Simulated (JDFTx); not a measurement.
An input for JDFTx (a modified build) (Mo(110), linear PCM (GLSSA13), water, 1 M NaCl; bohr, hartree) and the course of its log:

```
lattice \
  5.9859342669 2.9929671334 0.0000000000 \
  0.0000000000 4.2326947077 0.0000000000 \
  0.0000000000 0.0000000000 52.9123314895
coords-type Lattice
ion Mo 0.0000000000 0.0000000000 -0.1565449469 0
ion Mo 0.5000000000 1.0000000000 -0.0799944850 0
ion Mo 0.0000000000 0.0000000000 0.0000000000 0
ion Mo 0.5000000000 1.0000000000 0.0799944850 0
ion Mo 0.0000000000 0.0000000000 0.1565449469 0
ion-species pseudo/mo_pbe_v1.upf
elec-cutoff 20 100
elec-ex-corr gga-PBE
coulomb-interaction Slab 001
coulomb-truncation-embed 0 0 0
kpoint-folding 10 10 1
elec-smearing Fermi 0.01
elec-n-bands 47
target-mu -0.172354
electronic-scf nIterations 100 energyDiffThreshold 1e-07
fluid LinearPCM
pcm-variant GLSSA13
fluid-solvent H2O
fluid-cation Na+ 1
fluid-anion Cl- 1
fluid-minimize nIterations 400 knormThreshold 1e-12
wavefunction read f0.wfns
elec-initial-eigenvals f0.eigenvals
elec-initial-fillings read f0.fillings
fluid-initial-state f0.fluidState
dump-name f0_u1.$VAR
dump End State Ecomponents EigStats BandEigs Forces ElecDensity IonicPositions Fillings Kpoints Dtot FluidDebug BoundCharge FluidDensity
```

```
[one cycle in 5 is shown, and the last three; fluid-solver lines are left out]
	FillingsUpdate:  mu: -0.172354000  nElectrons: 68.030375
SCF: Cycle:  0   G: -328.107917925547952   dG: +1.999e+00   |Residual|: 1.070e-01   |deigs|: 4.066e-06
	FillingsUpdate:  mu: -0.172354000  nElectrons: 69.431350
SCF: Cycle:  5   G: -329.943070000176533   dG: -9.213e-02   |Residual|: 3.210e-02   |deigs|: 1.314e-03
	FillingsUpdate:  mu: -0.172354000  nElectrons: 69.799389
SCF: Cycle: 10   G: -330.099823483237401   dG: -1.018e-02   |Residual|: 6.910e-03   |deigs|: 5.187e-04
	FillingsUpdate:  mu: -0.172354000  nElectrons: 69.554171
SCF: Cycle: 15   G: -330.046882251221632   dG: +5.990e-02   |Residual|: 1.946e-02   |deigs|: 3.233e-03
	FillingsUpdate:  mu: -0.172354000  nElectrons: 69.638365
SCF: Cycle: 20   G: -330.089034410401666   dG: +1.650e-02   |Residual|: 1.104e-02   |deigs|: 1.080e-03
	FillingsUpdate:  mu: -0.172354000  nElectrons: 69.471567
SCF: Cycle: 25   G: -330.064549791180809   dG: +2.882e-02   |Residual|: 1.659e-02   |deigs|: 1.083e-03
	FillingsUpdate:  mu: -0.172354000  nElectrons: 69.314086
SCF: Cycle: 30   G: -330.030120379263906   dG: -5.053e-02   |Residual|: 2.311e-02   |deigs|: 9.587e-04
	FillingsUpdate:  mu: -0.172354000  nElectrons: 69.668382
SCF: Cycle: 35   G: -330.107504282973366   dG: -6.008e-02   |Residual|: 4.127e-03   |deigs|: 2.737e-03
	FillingsUpdate:  mu: -0.172354000  nElectrons: 69.511969
SCF: Cycle: 40   G: -330.085841805640484   dG: +7.117e-03   |Residual|: 1.250e-02   |deigs|: 4.838e-04
	FillingsUpdate:  mu: -0.172354000  nElectrons: 69.575654
SCF: Cycle: 45   G: -330.101146318087387   dG: -2.977e-01   |Residual|: 7.588e-03   |deigs|: 6.083e-03
	FillingsUpdate:  mu: -0.172354000  nElectrons: 69.795289
SCF: Cycle: 50   G: -330.106734454035973   dG: -2.761e-02   |Residual|: 3.937e-03   |deigs|: 2.956e-03
	FillingsUpdate:  mu: -0.172354000  nElectrons: 69.497527
SCF: Cycle: 55   G: -330.082167338620366   dG: -6.685e-02   |Residual|: 1.335e-02   |deigs|: 1.731e-03
	FillingsUpdate:  mu: -0.172354000  nElectrons: 69.197603
SCF: Cycle: 60   G: -329.994944181397557   dG: +3.026e-02   |Residual|: 2.819e-02   |deigs|: 6.853e-04
	FillingsUpdate:  mu: -0.172354000  nElectrons: 68.898010
SCF: Cycle: 65   G: -329.710721509663927   dG: +1.104e-01   |Residual|: 5.152e-02   |deigs|: 1.153e-03
	FillingsUpdate:  mu: -0.172354000  nElectrons: 69.071923
SCF: Cycle: 70   G: -329.863235586579890   dG: +1.414e-02   |Residual|: 4.047e-02   |deigs|: 1.726e-04
	FillingsUpdate:  mu: -0.172354000  nElectrons: 68.848639
SCF: Cycle: 75   G: -329.657734645821108   dG: +2.038e-01   |Residual|: 5.464e-02   |deigs|: 2.138e-03
	FillingsUpdate:  mu: -0.172354000  nElectrons: 68.819812
SCF: Cycle: 80   G: -329.781756362790304   dG: +3.832e-02   |Residual|: 4.823e-02   |deigs|: 4.798e-04
	FillingsUpdate:  mu: -0.172354000  nElectrons: 68.654038
SCF: Cycle: 85   G: -329.659604147207460   dG: +1.723e-02   |Residual|: 5.656e-02   |deigs|: 2.029e-04
	FillingsUpdate:  mu: -0.172354000  nElectrons: 68.849731
SCF: Cycle: 90   G: -329.642672516834409   dG: -3.376e+00   |Residual|: 5.547e-02   |deigs|: 1.554e-02
	FillingsUpdate:  mu: -0.172354000  nElectrons: 69.308197
SCF: Cycle: 95   G: -330.012741931333551   dG: +1.726e-02   |Residual|: 2.544e-02   |deigs|: 3.780e-04
	FillingsUpdate:  mu: -0.172354000  nElectrons: 69.232085
SCF: Cycle: 97   G: -330.009957282043501   dG: +5.392e-02   |Residual|: 2.650e-02   |deigs|: 1.450e-03
	FillingsUpdate:  mu: -0.172354000  nElectrons: 69.131490
SCF: Cycle: 98   G: -329.967878303249677   dG: +4.208e-02   |Residual|: 3.170e-02   |deigs|: 8.385e-04
	FillingsUpdate:  mu: -0.172354000  nElectrons: 69.156201
SCF: Cycle: 99   G: -329.979484809769019   dG: -1.161e-02   |Residual|: 3.036e-02   |deigs|: 2.089e-04
SCF: None of the convergence criteria satisfied after 100 iterations.
IonicMinimize: Iter:   0  G: -329.979484809769019  |grad|_K:  0.000e+00
IonicMinimize: Converged (|grad|_K<1.000000e-04).
```

This run gave no converged result. The electronic loop ended without meeting its threshold, so the last energy, electron count and forces aren't results.
